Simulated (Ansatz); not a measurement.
BaSi$_{3}$Pd:
```
CELL_PARAMETERS angstrom
     -2.20405     2.20405     5.13118
      2.20405    -2.20405     5.13118
      2.20405     2.20405    -5.13118
ATOMIC_POSITIONS crystal
  Ba 0.61515 0.61515 0.00000
  Si 0.00114 0.00114 0.00000
  Si 0.36930 0.86930 0.50000
  Si 0.86930 0.36930 0.50000
  Pd 0.26181 0.26181 0.00000
```

Relaxed with r²SCAN. Special points in fractions of this cell's reciprocal vectors: Γ (0.000, 0.000, 0.000); X (0.000, 0.000, 0.500); P (0.250, 0.250, 0.250); N (0.000, 0.500, 0.000); M (0.500, 0.500, -0.500); S (0.296, 0.704, -0.296); S0 (-0.296, 0.296, 0.296); R (-0.092, 0.092, 0.500); G (0.500, 0.500, -0.092).

Task: List the band energies nearest the Fermi level at these points for DFT-r²SCAN in the program Ansatz with PAW potentials.

Result: In eV from the Fermi level; about four levels below and three above (degenerate sets whole), none deeper than 8.9 eV; points with the same levels are listed once.

```json
[
 {"k": "Γ", "below": "-3.05 -3.04 -2.38 -2.38", "above": "0.92 0.92 1.07"},
 {"k": "X", "below": "-3.17 -2.47 -2.31 -1.91", "above": "2.77 4.13 4.44"},
 {"k": "P", "below": "-3.28 -3.28 -2.19 -2.19 -2.17", "above": "1.91 4.11 4.11"},
 {"k": "N", "below": "-2.30 -1.14 -0.27 -0.08", "above": "1.80 2.33 2.34"},
 {"k": "M", "below": "-2.68 -2.68 -2.56 -0.24", "above": "1.62 1.62 1.64"},
 {"k": "S", "below": "-2.55 -1.80 -1.42 -0.16", "above": "0.35 1.76 2.88"},
 {"k": "R", "below": "-2.97 -2.59 -2.21 -1.58", "above": "2.57 3.31 3.90"}
]
```

Space group I4mm. The workflow started from a Materials Project entry (that database holds measured and hypothetical structures alike); the Crystallography Open Database copy checked does not list it. Its standing as an ambient phase is unchecked. Symmetry was held in the r²SCAN relaxation; whether a distortion lowers the energy is not shown. The run is not spin-polarised. Scalar-relativistic: spin–orbit coupling is off unless named, which matters more the heavier the elements.

Potentials: the later of the program's two PAW sets.
